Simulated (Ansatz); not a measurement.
Hf2SnC:
```xyz
8
Lattice="3.3003 0.0000 0.0000 -1.6502 2.8582 0.0000 0.0000 0.0000 14.3694" Properties=species:S:1:pos:R:3 pbc="T T T"
Hf     0.0000     1.9054     1.2254
Hf     1.6502     0.9527    13.1440
Hf     1.6502     0.9527     8.4101
Hf     0.0000     1.9054     5.9593
Sn     0.0000     1.9054    10.7771
Sn     1.6502     0.9527     3.5924
C      0.0000     0.0000     0.0000
C      0.0000     0.0000     7.1847
```

Relaxed with PBEsol. Special points in fractions of this cell's reciprocal vectors: Γ (0.000, 0.000, 0.000); M (0.500, 0.000, 0.000); K (0.333, 0.333, 0.000); A (0.000, 0.000, 0.500); L (0.500, 0.000, 0.500); H (0.333, 0.333, 0.500).

Task: List the band energies nearest the Fermi level at these points for plane-wave PAW PBEsol (Ansatz code).

Result: In eV from the Fermi level; about four levels below and three above (degenerate sets whole), none deeper than 8.9 eV; points with the same levels are listed once.

```csv
k,below,above
Γ,-3.11 -3.11 -2.61 -0.10,0.59 0.85 0.85
M,-2.30 -2.12 -2.04 -2.03,1.25 1.48 2.16
K,-2.58 -2.22 -2.22 -0.65,0.77 1.12 1.12
A,-3.13 -3.13 -3.13 -3.13,0.29 0.29 0.87 0.87 0.87 0.87
L,-2.20 -2.20 -2.03 -2.03,1.76 1.76 1.78 1.78
H,-2.15 -2.15 -0.07 -0.07,1.08 1.08 2.48 2.48
```

Space group P6_3/mmc. The workflow started from a Materials Project entry (that database holds measured and hypothetical structures alike); the Crystallography Open Database copy checked does not list it. Its standing as an ambient phase is unchecked. The cell was relaxed with PBEsol under the symmetry of its start; its stability against distortions is not shown here. The run is not spin-polarised. Spin–orbit coupling is left out wherever it is not named.

Potentials: the later of the program's two PAW sets.
